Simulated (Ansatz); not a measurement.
Mo2C in space group P-3m1 (No. 164; Mo on 2d, C on 1b) under volume change, the program Ansatz at the LDA level (PAW), shape and atoms relaxed at each volume.

```
V (Å³/atom)  E − E(relaxed) (meV/atom)  P (GPa)
-----------  -------------------------  -------
10.984                             ___      ___
11.346                            45.9    21.51
11.708                            10.8     9.86
12.070                             0.0     0.00
12.432                             9.7    -8.30
12.795                            36.5   -15.22
13.157                             ___      ___
```

Task: Some entries are withheld; supply them.

Result: 
- 13.157, E − E(relaxed) (meV/atom): 77.6
- 13.157, P (GPa): -20.96
- 10.984, E − E(relaxed) (meV/atom): 109.6
- 10.984, P (GPa): 35.20

Task: What does a third-order Birch–Murnaghan fit give for V₀, B₀ and B′?

Result: V₀ = 12.07 Å³/atom, B₀ = 299 GPa, B′ = 4.7.

The workflow started from a Materials Project entry (that database holds measured and hypothetical structures alike); the Crystallography Open Database copy checked does not list it. COD files the formula under space group No. 60, so this cell is another polymorph or a model. Its standing as an ambient phase is unchecked. The LDA relaxation kept the symmetry of its start; of distortions, only those at the zone centre were tested. No spin polarisation was allowed.

Potentials: the later of the program's two PAW sets.
